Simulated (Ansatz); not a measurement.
KTaO$_{3}$ (cubic perovskite)

```cif
data_KO3Ta
_chemical_formula_sum 'K1 Ta1 O3'
_space_group_name_H-M_alt 'Pm-3m'
_space_group_IT_number 221
_space_group_name_Hall '-P 4 2 3'
_cell_length_a 4.02438
_cell_length_b 4.02438
_cell_length_c 4.02438
_cell_angle_alpha 90.000
_cell_angle_beta 90.000
_cell_angle_gamma 90.000
loop_
_atom_site_label
_atom_site_type_symbol
_atom_site_symmetry_multiplicity
_atom_site_Wyckoff_symbol
_atom_site_fract_x
_atom_site_fract_y
_atom_site_fract_z
_atom_site_occupancy
K1 K 1 a 0.00000 0.00000 0.00000 1
Ta1 Ta 1 b 0.50000 0.50000 0.50000 1
O1 O 3 c 0.00000 0.50000 0.50000 1
```

The relaxed cell is deformed in two ways at once: its volume V is scaled, and at that volume it is stretched along z (the c axis of the conventional cell) so that c/a changes. Fractional atomic positions are held.

Level of theory: PBE (plane waves to 420 eV, PAW, scalar-relativistic; Ansatz, an electronic-structure program). k mesh 8×8×8 (Γ-centred), Fermi-Dirac smearing 0.05 eV. The energy includes the smearing's −TS. KTaO3 is run without spin polarisation. KTaO3 was relaxed with its symmetry unable to fall. Spin-orbit coupling is left out, though Ta is heavy. The zero of ΔE is the relaxed starting cell.

### Question
What ΔE (eV/atom) does the calculation give at all points of the grid V/V₀ = 0.920, 0.947, 0.973, 1.000, 1.027, 1.053, 1.080 by (c/a)/(c/a)₀ = 0.960, 0.973, 0.987, 1.000, 1.013, 1.027, 1.040?

### Answer
ΔE (eV/atom), with V/V₀ across and (c/a)/(c/a)₀ down:

```csv
(c/a)/(c/a)₀ \ V/V₀,0.920,0.947,0.973,1.000,1.027,1.053,1.080
0.960,0.0775,0.0429,0.0231,0.0160,0.0199,0.0334,0.0550
0.973,0.0659,0.0323,0.0133,0.0069,0.0116,0.0257,0.0479
0.987,0.0592,0.0261,0.0076,0.0017,0.0068,0.0212,0.0439
1.000,0.0571,0.0241,0.0058,0.0000,0.0052,0.0198,0.0426
1.013,0.0591,0.0260,0.0075,0.0016,0.0067,0.0212,0.0438
1.027,0.0651,0.0315,0.0125,0.0062,0.0109,0.0250,0.0474
1.040,0.0747,0.0403,0.0206,0.0137,0.0178,0.0313,0.0530
```

(Under strain, the slope of the energy per volume gives the stress and its curvature an elastic modulus.)
